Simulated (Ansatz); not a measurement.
Given:

Si:
```
CELL_PARAMETERS angstrom
      3.83247     0.00000     0.00000
     -1.91624     3.31902     0.00000
      0.00000     0.00000     6.34119
ATOMIC_POSITIONS crystal
  Si 0.33333 0.66667 0.06306
  Si 0.66667 0.33333 0.93694
  Si 0.66667 0.33333 0.56306
  Si 0.33333 0.66667 0.43694
```

This is the r²SCAN-relaxed structure. x, y and z are the axes in which the lattice vectors are written.

Task: All from r²SCAN in the plane-wave PAW code Ansatz, unless another level is named. Predict the band gap.

Result: 0.61 eV (indirect).

Task: Give the hole effective mass, band 1 of 2 at the edge.

Result: 0.54 along x, 0.53 along z (mₑ).

Space group P6_3/mmc. The first step of the workflow began from a Materials Project structure, measured or hypothetical; the Crystallography Open Database copy checked does not list it. It is not the phase usual at ambient conditions (space group No. 227). The cell was relaxed with r²SCAN under the symmetry of its start; phonons on a q-mesh show no instability.

Potentials: the later of the program's two PAW sets.
